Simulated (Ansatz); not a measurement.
Ansatz 0.2.0, relaxation: Si3N4

input.yaml:

```yaml
crystal:
  lattice:
    - [0.0, 3.995848, 3.995848]
    - [3.995848, 0.0, 3.995848]
    - [3.995848, 3.995848, 0.0]
  atoms:
    - { symbol: Si, position: [0.625, 0.625, 0.625] }
    - { symbol: Si, position: [0.125, 0.625, 0.625] }
    - { symbol: Si, position: [0.625, 0.625, 0.125] }
    - { symbol: Si, position: [0.625, 0.125, 0.625] }
    - { symbol: Si, position: [0.0, 0.0, 0.0] }
    - { symbol: Si, position: [0.25, 0.25, 0.25] }
    - { symbol: "N", position: [0.3832, 0.3832, 0.3832] }
    - { symbol: "N", position: [0.3996, 0.8668, 0.8668] }
    - { symbol: "N", position: [0.3832, 0.3832, 0.8504] }
    - { symbol: "N", position: [0.8668, 0.3996, 0.8668] }
    - { symbol: "N", position: [0.8504, 0.3832, 0.3832] }
    - { symbol: "N", position: [0.8668, 0.8668, 0.8668] }
    - { symbol: "N", position: [0.3832, 0.8504, 0.3832] }
    - { symbol: "N", position: [0.8668, 0.8668, 0.3996] }
  symmetry: { tolerance: 0.0003 }
kpoints:
  mp_grid: { grid: [6, 6, 6], shift: [0, 0, 0] }
magnetization:
  spin_polarized: false
scf:
  occupations: { method: methfessel_paxton, width: 0.2814 }
  lower_state_search: "off"
hamiltonian:
  pseudopotentials: { kind: paw }
  xc: r2scan
basis:
  ecutwfc: 500
  fft_grid_basis: typed
relax:
  max_steps: 80
  cell: { p_target: 0.0 }
  f_tol: 0.03
output:
  forces: true
  stress: true
  eigenvalues: true
  bader: true
  populations: true
  elf: true
  write_potential: true
  volumetric_format: npy
  dos:
    e_range: [-12, 8]
    de: 0.05
    projected: { site_lists: { "N": ["N"], Si: [Si] } }
checkpoint:
  read: saved_state
```

The command:

```bash
ansatz run input.yaml --threads 2 --pin off --max-ram 3584MiB --backend cpu --events-out ev --progress --plain --runs-dir out
```

Origin of the cell: a known structure type with other elements, at an estimated volume, so it need not be a known compound.

The saved state is a converged single point of the same cell.

Steps («new basis» is an SCF on plane waves selected anew at the same cell):

```json
{"step": "1", "ΔF (meV/atom)": "0.0", "max force component (eV/Å)": "0.033", "P (GPa)": "-25.99", "volume (Å³)": "127.60", "SCF iterations": "4", "step was": "accepted"}
{"step": "2", "ΔF (meV/atom)": "-58.7", "max force component (eV/Å)": "0.048", "P (GPa)": "-13.80", "volume (Å³)": "121.11", "SCF iterations": "6", "step was": "accepted"}
{"step": "3", "ΔF (meV/atom)": "-76.4", "max force component (eV/Å)": "0.035", "P (GPa)": "2.80", "volume (Å³)": "114.47", "SCF iterations": "6", "step was": "accepted"}
{"step": "4", "ΔF (meV/atom)": "-76.9", "max force component (eV/Å)": "0.074", "P (GPa)": "0.18", "volume (Å³)": "115.45", "SCF iterations": "5", "step was": "accepted"}
{"step": "5", "ΔF (meV/atom)": "-77.0", "max force component (eV/Å)": "0.005", "P (GPa)": "-0.05", "volume (Å³)": "115.49", "SCF iterations": "4", "step was": "accepted"}
{"step": "6", "ΔF (meV/atom)": "-77.0", "max force component (eV/Å)": "0.000", "P (GPa)": "0.00", "volume (Å³)": "115.48", "SCF iterations": "4", "step was": "accepted"}
{"step": "7", "ΔF (meV/atom)": "-76.8", "max force component (eV/Å)": "0.000", "P (GPa)": "0.03", "volume (Å³)": "115.48", "SCF iterations": "5", "step was": "new basis"}
```

Step 1, with forces in eV/Å:

```xyz
14
Lattice="0.000 3.996 3.996 3.996 0.000 3.996 3.996 3.996 0.000" Properties=species:S:1:pos:R:3:forces:R:3 pbc="T T T" step=1
Si    4.995    4.995    4.995    0.000    0.000    0.000
Si    4.995    2.997    2.997    0.000    0.000    0.000
Si    2.997    2.997    4.995    0.000    0.000    0.000
Si    2.997    4.995    2.997    0.000    0.000    0.000
Si    0.000    0.000    0.000    0.000    0.000    0.000
Si    1.998    1.998    1.998    0.000    0.000    0.000
N     3.062    3.062    3.062   -0.033   -0.033   -0.033
N     6.927    5.060    5.060    0.033   -0.033   -0.033
N     4.929    4.929    3.062    0.033    0.033   -0.033
N     5.060    6.927    5.060   -0.033    0.033   -0.033
N     3.062    4.929    4.929   -0.033    0.033    0.033
N     6.927    6.927    6.927    0.033    0.033    0.033
N     4.929    3.062    4.929    0.033   -0.033    0.033
N     5.060    5.060    6.927   -0.033   -0.033    0.033
```

Step 2, with forces in eV/Å:

```xyz
14
Lattice="0.000 3.927 3.927 3.927 0.000 3.927 3.927 3.927 0.000" Properties=species:S:1:pos:R:3:forces:R:3 pbc="T T T" step=2
Si    4.909    4.909    4.909    0.000    0.000    0.000
Si    4.909    2.945    2.945    0.000    0.000    0.000
Si    2.945    2.945    4.909    0.000    0.000    0.000
Si    2.945    4.909    2.945    0.000    0.000    0.000
Si    0.000    0.000    0.000    0.000    0.000    0.000
Si    1.963    1.963    1.963    0.000    0.000    0.000
N     3.007    3.007    3.007   -0.048   -0.048   -0.048
N     6.810    4.970    4.970    0.048   -0.048   -0.048
N     4.847    4.847    3.007    0.048    0.048   -0.048
N     4.970    6.810    4.970   -0.048    0.048   -0.048
N     3.007    4.847    4.847   -0.048    0.048    0.048
N     6.810    6.810    6.810    0.048    0.048    0.048
N     4.847    3.007    4.847    0.048   -0.048    0.048
N     4.970    4.970    6.810   -0.048   -0.048    0.048
```

Step 3, with forces in eV/Å:

```xyz
14
Lattice="0.000 3.854 3.854 3.854 0.000 3.854 3.854 3.854 0.000" Properties=species:S:1:pos:R:3:forces:R:3 pbc="T T T" step=3
Si    4.817    4.817    4.817    0.000    0.000    0.000
Si    4.817    2.890    2.890    0.000    0.000    0.000
Si    2.890    2.890    4.817    0.000    0.000    0.000
Si    2.890    4.817    2.890    0.000    0.000    0.000
Si    0.000    0.000    0.000    0.000    0.000    0.000
Si    1.927    1.927    1.927    0.000    0.000    0.000
N     2.947    2.947    2.947    0.035    0.035    0.035
N     6.688    4.873    4.873   -0.035    0.035    0.035
N     4.761    4.761    2.947   -0.035   -0.035    0.035
N     4.873    6.688    4.873    0.035   -0.035    0.035
N     2.947    4.761    4.761    0.035   -0.035   -0.035
N     6.688    6.688    6.688   -0.035   -0.035   -0.035
N     4.761    2.947    4.761   -0.035    0.035   -0.035
N     4.873    4.873    6.688    0.035    0.035   -0.035
```

Step 4, with forces in eV/Å:

```xyz
14
Lattice="0.000 3.865 3.865 3.865 0.000 3.865 3.865 3.865 0.000" Properties=species:S:1:pos:R:3:forces:R:3 pbc="T T T" step=4
Si    4.831    4.831    4.831    0.000    0.000    0.000
Si    4.831    2.899    2.899    0.000    0.000    0.000
Si    2.899    2.899    4.831    0.000    0.000    0.000
Si    2.899    4.831    2.899    0.000    0.000    0.000
Si    0.000    0.000    0.000    0.000    0.000    0.000
Si    1.932    1.932    1.932    0.000    0.000    0.000
N     2.957    2.957    2.957   -0.074   -0.074   -0.074
N     6.704    4.890    4.890    0.074   -0.074   -0.074
N     4.772    4.772    2.957    0.074    0.074   -0.074
N     4.890    6.704    4.890   -0.074    0.074   -0.074
N     2.957    4.772    4.772   -0.074    0.074    0.074
N     6.704    6.704    6.704    0.074    0.074    0.074
N     4.772    2.957    4.772    0.074   -0.074    0.074
N     4.890    4.890    6.704   -0.074   -0.074    0.074
```

Step 7, with forces in eV/Å:

```xyz
14
Lattice="0.000 3.865 3.865 3.865 0.000 3.865 3.865 3.865 0.000" Properties=species:S:1:pos:R:3:forces:R:3 pbc="T T T" step=7
Si    4.831    4.831    4.831    0.000    0.000    0.000
Si    4.831    2.899    2.899    0.000    0.000    0.000
Si    2.899    2.899    4.831    0.000    0.000    0.000
Si    2.899    4.831    2.899    0.000    0.000    0.000
Si    0.000    0.000    0.000    0.000    0.000    0.000
Si    1.933    1.933    1.933    0.000    0.000    0.000
N     2.956    2.956    2.956    0.000    0.000    0.000
N     6.706    4.889    4.889    0.000    0.000    0.000
N     4.774    4.774    2.956    0.000    0.000    0.000
N     4.889    6.706    4.889    0.000    0.000    0.000
N     2.956    4.774    4.774    0.000    0.000    0.000
N     6.706    6.706    6.706    0.000    0.000    0.000
N     4.774    2.956    4.774    0.000    0.000    0.000
N     4.889    4.889    6.706    0.000    0.000    0.000
```

| Property | Result |
| --- | --- |
| Free energy lowered by | 76.8 meV/atom |
| Volume change | -9.50 % |
| Final pressure | 0.03 GPa |
| Relaxation steps listed | 7 |

Caveats: the relaxation held the start's symmetry, so the end may be a saddle point; wide smearing.

Time: 130 s of wall time on 2 CPU thread(s) of a shared host, from a saved density.
